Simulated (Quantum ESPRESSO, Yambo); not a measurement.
For LiNbF6 (space group R-3, No. 148), Yambo gives the independent-particle static dielectric constant along x as 2.86 on LDA bands and 2.3 after a scissor of 4.22 eV widens every gap (4×4×4 mesh, 89 bands, 3 Ry local-field block, 0.2 eV broadening). Axes are Cartesian, with cell vectors (Å) (2.56, 1.48, 4.56), (-2.56, 1.48, 4.56), (0.00, -2.95, 4.56).

Problem. A scissor keeps the position matrix elements. In a one-oscillator model, how does ε − 1 scale, and what mean transition energy do the two values imply?

Solution. Each transition adds |r|²/E to ε − 1, so ε − 1 ∝ 1/(E0 + Δ). Then (2.3 − 1)/(2.86 − 1) = E0/(E0 + Δ) = 0.699, and E0 = Δ(ε' − 1)/(ε − ε') = 9.8 eV. The computed Im ε, weighted by 1/E up to 20 eV, has its mean at 9.1 eV; the smallest direct LDA gap is 5.34 eV. The scissor comes from a G0W0 run whose convergence isn't established. Convergence of the RPA response with its 4×4×4 mesh was not tested.

Bands from Quantum ESPRESSO.

Spin-orbit coupling is not included.

Geometry of the Materials Project entry, not relaxed at this level; primitive cell a = b = c = 5.4301 Å, α = β = γ = 56.19°.

The structure is a Materials Project entry; no match was found in the copy of COD used, and its stability was not checked.
